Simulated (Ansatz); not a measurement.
**CoSi: field gradients at two levels of theory**

Cell: a COD entry, its atoms then relaxed with PBE in this cell.

```
Co Si
1.0
     4.43800    0.00000    0.00000
     0.00000    4.43800    0.00000
     0.00000    0.00000    4.43800
Co Si
4 4
Direct
  0.14481 0.14481 0.14481
  0.35519 0.85519 0.64481
  0.64481 0.35519 0.85519
  0.85519 0.64481 0.35519
  0.84293 0.84293 0.84293
  0.65707 0.15707 0.34293
  0.34293 0.65707 0.15707
  0.15707 0.34293 0.65707
```

Sites (sets of like atoms) are named by element and the number of their first atom in this list.

First run. Level of theory: DFT, PBE, plane waves and PAW, scalar-relativistic, collinear spin, 420 eV cutoff, Γ-centred 8×8×8 k-points, Fermi–Dirac smearing 0.05 eV (Ansatz 0.2.0). Start moments as typed (μB): 2 on each Co, none on the rest.

```csv
site,atom,V_zz (10²¹ V/m²),η
Co,1,0.64,0.00
Si,5,-2.41,0.00
```

Second run. The same atoms and settings, except that the functional is r2SCAN and the cutoff is 500 eV.

Problem. What does the second run give?

Solution. 

```csv
site,atom,V_zz,η,change of V_zz
Co,1,0.56,0.00,-0.08
Si,5,-2.41,0.00,0.00
```

The largest change of V_zz is on Co, from 0.64 to 0.56.

With no gap above 0.1 eV, as in a metal, the gradients converge slowly in k; expect changes of a tenth or more on a denser mesh. With these PAW files V_zz is typically within 2 to 3 % of all-electron values, but misses above 10 % occur on Co. The start moments die out, and the run ends without spin.
For the second run: At this cell the r2SCAN pressure is -8 GPa, so with r2SCAN the cell would shrink if it were relaxed. The entry's cell may itself be off. The program didn't check the stability of this electronic state in full, so a lower one may lie near.
